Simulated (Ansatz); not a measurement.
Problem. Each is relaxed and computed with PBEsol (plane waves, PAW; program Ansatz). Which is the only metal?
A. CsLiWO4, I-4 (Cs on 2a, Li on 2c, W on 2b, O on 8g)
B. WO3, P2_1/c (W on 4e, O on 4e, O on 4e, O on 4e)
C. Sb2W, Cmc2_1 (W on 4a, Sb on 4a, Sb on 4a)
D. LaWN3, P2_1/m (Pearson symbol mP10)

Solution. C, Sb2W, Cmc2_1 (W on 4a, Sb on 4a, Sb on 4a). Sb2W: metal; LaWN3: gap 1.70 eV (direct); CsLiWO4: gap 4.85 eV (direct); WO3: gap 1.40 eV (indirect). Typed or built starts, not in the databases checked: Sb2W, Cmc2_1 (W on 4a, Sb on 4a, Sb on 4a). Standing as an ambient phase not checked: LaWN3, P2_1/m (Pearson symbol mP10); CsLiWO4, I-4 (Cs on 2a, Li on 2c, W on 2b, O on 8g); WO3, P2_1/c (W on 4e, O on 4e, O on 4e, O on 4e). All cells were relaxed under the symmetry of their starts (and spin orders); stability against distortions was not tested throughout. Rows with no word on spin ran without spin polarisation. Spin–orbit coupling is left out wherever it is not named.

Potentials: the later of the program's two PAW sets.
